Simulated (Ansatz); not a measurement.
What internal relaxation does to the elastic constants of VIn

Computed with DFT PBE, scalar-relativistic, plane waves, PAW in Ansatz 0.2.0. Plane waves to 420 eV; Γ-centred k mesh 12×12×12; Fermi-Dirac smearing of 0.15 eV. No spin polarisation.

Equilibrium structure at this level:
```
V In
1.0
     0.00000    3.06892    3.06892
     3.06892    0.00000    3.06892
     3.06892    3.06892    0.00000
V In
1 1
Direct
  0.25000 0.25000 0.25000
  0.00000 0.00000 0.00000
```

The cell was built by swapping an element in a database structure (itself possibly hypothetical) and relaxing; it need not be the stable form of this composition. In a metal, frequencies and elastic constants depend on the k mesh and the smearing, soft modes and shear constants most.

Clamped-ion constants (GPa, Voigt order; atoms follow the strain homogeneously):
```
24.2 48.0 48.0  0.0  0.0  0.0
48.0 24.2 48.0  0.0  0.0  0.0
48.0 48.0 24.2  0.0  0.0  0.0
 0.0  0.0  0.0 29.6  0.0  0.0
 0.0  0.0  0.0  0.0 29.6  0.0
 0.0  0.0  0.0  0.0  0.0 29.6
```

**Question.** What are the constants once the atoms relax in each strained cell?

**Answer.**
C11 = 24.2, C12 = 48.0, C13 = 48.0, C22 = 24.2, C23 = 48.0, C33 = 24.2, C44 = -26.2, C55 = -26.2, C66 = -26.2 GPa; the others vanish.
The Voigt shear modulus goes from 13.0 to -20.5 GPa and the Voigt bulk modulus doesn't change. Relaxation subtracts ΛᵀK⁻¹Λ/V, with Λ the forces that a strain puts on the atoms and K the zone-centre force constants. At a stable cell this can only lower the diagonal constants, and it acts only for strains that share their symmetry with an optical mode; elsewhere, and where the coupling is weak, the constants hardly move. The least eigenvalue of the relaxed constants is -26.2 GPa, so this cell isn't stable against every strain.